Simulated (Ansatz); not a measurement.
Question: Sn (β-Sn type, space group No. 141) is relaxed with plane-wave PAW PBE (Ansatz code). What lattice parameters of the conventional cell result?

Answer: a = 5.925 Å, c = 3.237 Å.

Space group I4_1/amd (β-Sn type). Symmetry was held in the PBE relaxation. Axis ratios of metals converge slowly with the k-mesh, so a and c are less sure than the volume. Scalar-relativistic: spin–orbit coupling is off unless named, which matters more the heavier the elements.

Potentials: the later of the program's two PAW sets.
